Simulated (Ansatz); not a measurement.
Task: Name crystals whose computed values (DFT-PBEsol in the program Ansatz with PAW potentials) fall in these windows: Θ_D (K) 340 to 460; HSE06 gap (eV) 0.56 to 0.77; B₀ by P(V) fit (GPa) 99 to 130.

Result: 

| crystal | Θ_D (K) | HSE06 gap (eV) | B₀ by P(V) fit (GPa) |
|---|---|---|---|
| InCo3SnS2, R-3m (In on 3b, Co on 9e, Sn on 3a, S on 6c) | 412 | 0.68 | 118 |
Others may fit too.

Standing as an ambient phase not checked: InCo3SnS2, R-3m (In on 3b, Co on 9e, Sn on 3a, S on 6c). The cell was relaxed under the symmetry of its start. Rows with no word on spin ran without spin polarisation. Scalar-relativistic: spin–orbit coupling is off unless named, which matters more the heavier the elements.

Potentials: the later of the program's two PAW sets.
